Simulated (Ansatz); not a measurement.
**Hf2Pd2Se2Br2O3 and the effect of the dispersion correction**

The cell as given:

```
Hf Pd Se Br O
1.0
     5.76069    0.00496   -0.00286
    -0.52750    5.84664    0.03413
    -1.48435   -0.92642    6.64586
Hf Pd Se Br O
2 2 2 2 3
Direct
  0.74540 0.39602 0.34989
  0.28763 0.45322 0.59401
  0.90854 0.13294 0.84849
  0.25249 0.90323 0.35874
  0.63469 0.40355 0.93716
  0.62597 0.78174 0.53023
  0.85273 0.99089 0.15355
  0.22526 0.82084 0.86223
  0.96040 0.28925 0.59026
  0.43233 0.24524 0.40864
  0.07457 0.58308 0.36682
```

The cell comes from a database or a generator and needn't be the stable form of this composition.

Kept alike: task relaxation of cell and atoms; functional PBE; k mesh 4 × 4 × 3; occupations fermi-dirac, width 0.05 eV; no spin polarisation. Program: Ansatz, Ansatz PAW, cutoff 420 eV. The mesh is that of the run's cell of 11 atoms. No spin-orbit coupling.

```csv
dispersion correction,volume (Å³/atom),first edge of the run's cell (Å),third edge of the run's cell (Å)
D3(BJ),19.632,5.715,6.769
D3(BJ)-ATM,19.716,5.721,6.781
D4,19.840,5.717,6.806
```

Relaxations stop with a little pressure left, so the last digits of a volume or edge aren't settled. Ansatz's relaxations hold a Pulay term in the stress (up to 0.2 GPa here).

The volume runs from 19.632 (D3(BJ)) to 19.840 Å³/atom (D4). The first edge of the run's cell runs from 5.715 (D3(BJ)) to 5.721 Å (D3(BJ)-ATM). The third edge of the run's cell runs from 6.769 (D3(BJ)) to 6.806 Å (D4).
